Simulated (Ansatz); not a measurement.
ZnS:
```
ZnS
1.0
    6.62997     0.00000     0.00000
    0.00000     6.62997     0.00000
    0.00000     0.00000     3.86157
Zn S
4 4
Cartesian
  2.15346   4.47651   0.00000
  4.47651   2.15346   0.00000
  5.46845   5.46845   1.93079
  1.16153   1.16153   1.93079
  2.08388   2.08388   0.00000
  4.54609   4.54609   0.00000
  1.23110   5.39887   1.93079
  5.39887   1.23110   1.93079
```

This is the PBE-relaxed structure. Cartesian axes are those of the cell as given.

Q: All from PBE in the plane-wave PAW code Ansatz, unless another level is named. Predict the band gap.

A: 2.17 eV (direct).

Q: What about the hole effective mass, band 1 of 2 at the edge?

A: 1.6 along x, 1.5 along z (mₑ).

Q: Next, the electron effective mass?

A: 0.17, 0.19, 0.19 mₑ (principal values).

Space group P4_2/mnm. The start of the workflow was typed in or built on a structure type; neither database checked (COD, Materials Project) lists it. It is not the phase usual at ambient conditions (space group No. 186, 216). Symmetry was held in the PBE relaxation; whether a distortion lowers the energy is not shown. The volume moved by 18 % from the start of the relaxation.

Potentials: the earlier of the program's two PAW sets.
